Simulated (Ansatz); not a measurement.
Ga$_{2}$O$_{3}$:
```
Ga2O3
1.0
    1.38671    -4.61993     0.00000
    1.38671     4.61993     0.00000
    0.00000     0.00000     7.19586
Ga O
4 6
Direct
  0.24699   0.75301   0.25000
  0.75301   0.24699   0.75000
  0.00000   0.00000   0.50000
  0.00000   0.00000   0.00000
  0.36321   0.63679   0.92392
  0.63679   0.36321   0.07608
  0.63679   0.36321   0.42392
  0.36321   0.63679   0.57608
  0.10672   0.89328   0.75000
  0.89328   0.10672   0.25000
```

Cartesian axes are those of the cell as given.

Give the high-frequency dielectric tensor and the Born effective charge tensors of the independent atoms from DFPT, r²SCAN (plane waves, PAW; program Ansatz).


ε∞:
```
4.63  0.00  0.00
0.00  4.39  0.00
0.00  0.00  4.43
```
Z* of atom 1 (Ga), rows: field, columns: displacement, in e:
```
3.74  0.00  0.00
0.00  3.32  0.00
0.00  0.00  3.56
```
Z* of atom 3 (Ga), rows: field, columns: displacement, in e:
```
 3.41   0.00   0.00
 0.00   3.39  -0.39
 0.00   0.04   3.21
```
Z* of atom 5 (O), rows: field, columns: displacement, in e:
```
-2.60   0.00   0.00
 0.00  -2.23   0.35
 0.00   0.53  -2.16
```
Z* of atom 9 (O), rows: field, columns: displacement, in e:
```
-1.95   0.00   0.00
 0.00  -2.26   0.00
 0.00   0.00  -2.44
```

Static charges for comparison (Bader): Ga1 +2.00, Ga3 +2.00, O5 -1.35, O9 -1.31 e. Born charges measure polarisation by displacement and can exceed these by far.

Space group Cmcm. The first step of the workflow began from a Materials Project structure, measured or hypothetical; the Crystallography Open Database copy checked does not list it. It is not the phase usual at ambient conditions (space group No. 12, 167). The r²SCAN relaxation kept the symmetry of its start. At this level the phase is dynamically unstable (imaginary phonons). Spin–orbit coupling is left out wherever it is not named.

Potentials: the earlier of the program's two PAW sets. The files were generated under PBE; for other functionals the program regenerates the frozen cores, and for LDA and PBEsol the local potential too.
